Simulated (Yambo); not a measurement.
```
AgCl
1.0
    3.84620     0.00000    -0.05277
    0.00000     3.84241     0.00000
   -0.61282     0.00000     5.37958
Cl Ag
2 2
Direct
  0.70844   0.75000   0.26520
  0.29156   0.25000   0.73480
  0.18970   0.25000   0.21920
  0.81030   0.75000   0.78080
```

AgCl (space group P2_1/m, No. 11): mean Im ε in 1 eV windows above the direct gap of 3.96 eV, for different electron-hole kernels (Yambo, broadening 0.15 eV, PBEsol (pw.x of Quantum ESPRESSO, ONCV potentials, scalar-relativistic) bands; 4×4×4 mesh, 16 valence and 8 conduction bands, static screening with 58 bands and a 4 Ry block, scissor 1.57 eV, Tamm-Dancoff; field along x).

```
window (eV)  independent quasiparticles  BSE
-----------  --------------------------  ---
4.0 to 5.0                          2.2  7.4
5.0 to 6.0                          5.3  7.1
6.0 to 7.0                          6.8  5.4
7.0 to 8.0                          4.4  4.1
8.0 to 9.0                          4.2  3.8
9.0 to 10.0                         4.4  4.0
```

This run doesn't resolve bound excitons or single peaks, so only averages are given, and they too depend on the mesh; weight that the attraction moves below the gap isn't listed. All transitions below 12.74 eV are in the band window. The scissor comes from a G0W0 run whose convergence isn't established.

Spin-orbit splittings are left out.

Geometry relaxed with PBEsol.

This is not the ordinary phase of the substance; no match was found in the copy of COD used, and its stability was not checked.
